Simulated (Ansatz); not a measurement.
MgO (rock salt)

```xyz
2
Lattice="0.0000 2.1071 2.1071 2.1071 0.0000 2.1071 2.1071 2.1071 0.0000" Properties=species:S:1:pos:R:3 pbc="T T T"
O      0.0000     0.0000     0.0000
Mg     2.1071     2.1071     2.1071
```

The relaxed cell is deformed in two ways at once: its volume V is scaled, and at that volume it is stretched along z (the c axis of the conventional cell) so that c/a changes. Fractional atomic positions are held.

Method: PBEsol (plane waves to 420 eV, PAW, scalar-relativistic; Ansatz, a quantum-chemistry and plane-wave program). k mesh 13×13×13 (Γ-centred), Fermi-Dirac smearing 0.05 eV. Compression counts positive. MgO was relaxed with its symmetry unable to fall.

At one point of the scan the stress tensor (GPa) is:

```
   -4.7      0.0      0.0
    0.0     -4.7      0.0
    0.0      0.0     -2.3
```

### Question
Which point is it?
A) V/V₀ = 1.027, (c/a)/(c/a)₀ = 0.987
B) V/V₀ = 1.053, (c/a)/(c/a)₀ = 1.040
C) V/V₀ = 1.000, (c/a)/(c/a)₀ = 0.987
D) V/V₀ = 1.080, (c/a)/(c/a)₀ = 0.960

### Answer
A, V/V₀ = 1.027, (c/a)/(c/a)₀ = 0.987

(Under strain, the slope of the energy per volume gives the stress and its curvature an elastic modulus.)
